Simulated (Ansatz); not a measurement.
AgW:
```cif
data_AgW
_chemical_formula_sum 'Ag1 W1'
_space_group_name_H-M_alt 'P 1'
_space_group_IT_number 1
_cell_length_a 3.21673
_cell_length_b 3.21673
_cell_length_c 3.21673
_cell_angle_alpha 90.000
_cell_angle_beta 90.000
_cell_angle_gamma 90.000
loop_
_space_group_symop_operation_xyz
  'x, y, z'
loop_
_atom_site_label
_atom_site_type_symbol
_atom_site_fract_x
_atom_site_fract_y
_atom_site_fract_z
_atom_site_occupancy
Ag1 Ag 0.00000 0.00000 0.00000 1
W1 W 0.50000 0.50000 0.50000 1
```

Relaxed with PBE.

Problem. Which orbitals make up the states near the Fermi level in the program Ansatz at the PBE level (PAW)?

Solution. Within 0.5 eV of the Fermi level: W 5d 81 %, Ag 4d 6 %, outside the projected shells 8 %. Projections are on Löwdin-orthogonalised atomic valence shells; empty p or d shells of many metals are not among them.

Problem. Tabulate the density of states.

Solution. States/eV per cell of 2 atoms, in 0.25 eV bins, energy from the Fermi level.

| E (eV) | total | Ag 4d | W 5d | W 6s |
|---|---|---|---|---|
| -7.85 | 0.16 | 0.00 | 0.00 | 0.07 |
| -7.60 | 0.19 | 0.01 | 0.00 | 0.09 |
| -7.35 | 0.24 | 0.01 | 0.01 | 0.11 |
| -7.10 | 0.30 | 0.03 | 0.01 | 0.13 |
| -6.85 | 0.69 | 0.27 | 0.06 | 0.20 |
| -6.60 | 1.85 | 1.03 | 0.20 | 0.40 |
| -6.35 | 3.25 | 2.15 | 0.41 | 0.45 |
| -6.10 | 3.91 | 2.91 | 0.57 | 0.23 |
| -5.85 | 4.11 | 3.29 | 0.58 | 0.05 |
| -5.60 | 7.92 | 6.77 | 0.93 | 0.05 |
| -5.35 | 5.88 | 5.15 | 0.60 | 0.02 |
| -5.10 | 5.64 | 5.11 | 0.37 | 0.02 |
| -4.85 | 4.47 | 3.97 | 0.24 | 0.07 |
| -4.60 | 2.16 | 1.71 | 0.18 | 0.10 |
| -4.35 | 1.54 | 1.12 | 0.16 | 0.12 |
| -4.10 | 1.39 | 1.00 | 0.14 | 0.12 |
| -3.85 | 0.56 | 0.18 | 0.14 | 0.12 |
| -3.60 | 0.58 | 0.16 | 0.17 | 0.12 |
| -3.35 | 0.64 | 0.17 | 0.22 | 0.11 |
| -3.10 | 0.90 | 0.22 | 0.40 | 0.09 |
| -2.85 | 0.97 | 0.29 | 0.44 | 0.05 |
| -2.60 | 0.68 | 0.21 | 0.37 | 0.01 |
| -2.35 | 1.10 | 0.26 | 0.53 | 0.08 |
| -2.10 | 1.19 | 0.23 | 0.64 | 0.10 |
| -1.85 | 1.47 | 0.24 | 0.93 | 0.12 |
| -1.60 | 1.93 | 0.30 | 1.30 | 0.16 |
| -1.35 | 2.19 | 0.32 | 1.57 | 0.13 |
| -1.10 | 2.51 | 0.35 | 1.92 | 0.06 |
| -0.85 | 2.95 | 0.40 | 2.30 | 0.04 |
| -0.60 | 1.91 | 0.21 | 1.48 | 0.02 |
| -0.35 | 1.75 | 0.10 | 1.42 | 0.02 |
| -0.10 | 3.04 | 0.18 | 2.40 | 0.04 |
| 0.15 | 1.98 | 0.11 | 1.58 | 0.04 |
| 0.40 | 1.64 | 0.09 | 1.45 | 0.03 |
| 0.65 | 1.69 | 0.09 | 1.47 | 0.04 |
| 0.90 | 1.22 | 0.08 | 1.02 | 0.04 |
| 1.15 | 1.21 | 0.10 | 0.98 | 0.05 |
| 1.40 | 1.44 | 0.13 | 1.17 | 0.05 |
| 1.65 | 3.34 | 0.27 | 2.91 | 0.07 |
| 1.90 | 3.20 | 0.29 | 2.71 | 0.07 |
| 2.15 | 1.25 | 0.10 | 0.98 | 0.06 |
| 2.40 | 0.62 | 0.04 | 0.42 | 0.05 |
| 2.65 | 0.50 | 0.03 | 0.33 | 0.05 |
| 2.90 | 0.41 | 0.02 | 0.26 | 0.04 |
| 3.15 | 0.33 | 0.01 | 0.19 | 0.04 |
| 3.40 | 0.92 | 0.01 | 0.52 | 0.24 |
| 3.65 | 1.14 | 0.02 | 0.58 | 0.30 |
| 3.90 | 0.91 | 0.02 | 0.38 | 0.23 |
| 4.15 | 0.79 | 0.01 | 0.27 | 0.19 |
| 4.40 | 0.70 | 0.01 | 0.20 | 0.16 |
| 4.65 | 0.63 | 0.01 | 0.15 | 0.13 |

Space group Pm-3m (CsCl type). The start of the workflow was typed in or built on a structure type; neither database checked (COD, Materials Project) lists it. Whether it is the stable phase at ambient conditions was not checked. The PBE relaxation kept the symmetry of its start; whether a distortion lowers the energy is not shown. The run is not spin-polarised. Its formation energy is positive at this level, so the cell may be metastable or incomplete. Spin–orbit coupling is left out wherever it is not named.

Potentials: the later of the program's two PAW sets.
